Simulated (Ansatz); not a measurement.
CuI:
```xyz
4
Lattice="4.0703 0.0000 0.0000 0.0000 4.0703 0.0000 0.0000 0.0000 6.4013" Properties=species:S:1:pos:R:3 pbc="T T T"
Cu     2.0351     2.0351     3.2007
Cu     0.0000     0.0000     3.2007
I      2.0351     0.0000     4.8879
I      0.0000     2.0351     1.5134
```

This is the r²SCAN+D4-relaxed structure. Cartesian axes are those of the cell as given.

### Question
All from plane-wave PAW r²SCAN+D4 (Ansatz code), unless another level is named. Estimate the hole effective mass with spin–orbit coupling.

### Answer
0.41, 0.41, 0.98 mₑ (principal values).

### Question
And the formation energy from the elements (no fitted shifts)?

### Answer
-0.16 eV/atom.

### Question
Predict the hole effective mass, band 1 of 2 at the edge.

### Answer
5.4 along x, 1.1 along z (mₑ).

### Question
Next, the valence-band maximum?

### Answer
at Γ.

Space group P4/nmm. The start of the workflow was typed in or built on a structure type; the Crystallography Open Database copy checked does not list it. It is not the phase usual at ambient conditions (space group No. 216). The cell was relaxed with r²SCAN+D4 under the symmetry of its start; whether a distortion lowers the energy is not shown. The workflow began spin-polarised and lost its moments. The references are the lowest solids computed at this level, not always the standard phases. Spin–orbit coupling is left out wherever it is not named.

Potentials: the earlier of the program's two PAW sets.

Edges and masses are those of Kohn–Sham bands, whose gap is no quasiparticle gap.
